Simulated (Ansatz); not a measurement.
**Every step of a relaxation of Ta (fcc type)**

DFT, LDA, PAW with Ansatz's default frozen-core files, scalar-relativistic (Ansatz 0.2.0); a Γ-centred 17×17×17 k mesh, Fermi–Dirac smearing of 0.05 eV, no spin polarisation. The run relaxes cell and atoms at a target pressure of 0 GPa.

Command: `ansatz run input.yaml --threads 1 --pin off --max-ram 3072MiB --backend cpu --events-out ev --progress --plain --runs-dir out` It took 7.7 s on 1 thread of Arm Neoverse V1, with other jobs on the host, peak memory 0.3 GiB.

```yaml
crystal:
  lattice:
    - [0.0, 2.0507433354, 2.0507433354]
    - [2.0507433354, 0.0, 2.0507433354]
    - [2.0507433354, 2.0507433354, 0.0]
  atoms:
    - { symbol: Ta, position: [0.0, 0.0, 0.0] }
kpoints:
  mp_grid: { grid: [17, 17, 17] }
scf:
  occupations: { method: fermi_dirac, width: 0.05 }
hamiltonian:
  xc: lda
  pseudopotentials: { kind: paw }
output:
  forces: true
  stress: true
relax:
  f_tol: 0.005
  max_steps: 40
  cell: {}
```

Each step lists its free energy a cell above the last geometry, the pressure, the cell vectors (Å), and Cartesian positions (Å) with forces (eV/Å).

The first step:

```
step 1  dF = 9.85 meV  P = 6.48 GPa
  cell 0.0000 2.0507 2.0507  2.0507 0.0000 2.0507  2.0507 2.0507 0.0000
  Ta 0.0000 0.0000 0.0000   0.0000 0.0000 0.0000
```

Spin–orbit coupling is left out, which matters for the heavy atoms. The PAW files were made under PBE.

Where does the relaxation end, and by which steps?

After 4 geometries, with conventional a, b, c = 4.141, 4.141, 4.141 Å, at 17.756 Å³/atom (+2.94 % against the start) in space group Fm-3m, with a shortest distance of 2.928 Å. The further steps:
```
step 2  dF = 75.00 meV  P = -14.89 GPa  (not accepted)
  cell 0.0000 2.1275 2.1275  2.1275 0.0000 2.1275  2.1275 2.1275 0.0000
  Ta 0.0000 0.0000 0.0000   0.0000 0.0000 0.0000
step 3  dF = 0.14 meV  P = -0.69 GPa
  cell 0.0000 2.0728 2.0728  2.0728 0.0000 2.0728  2.0728 2.0728 0.0000
  Ta 0.0000 0.0000 0.0000   0.0000 0.0000 0.0000
step 4  dF = 0.00 meV  P = -0.02 GPa
  cell 0.0000 2.0707 2.0707  2.0707 0.0000 2.0707  2.0707 2.0707 0.0000
  Ta 0.0000 0.0000 0.0000   0.0000 0.0000 0.0000
step 5  dF = -0.16 meV  P = -0.01 GPa  (same geometry on a basis chosen anew; earlier energies don't compare to the last digit)
  cell 0.0000 2.0707 2.0707  2.0707 0.0000 2.0707  2.0707 2.0707 0.0000
  Ta 0.0000 0.0000 0.0000   0.0000 0.0000 0.0000
```
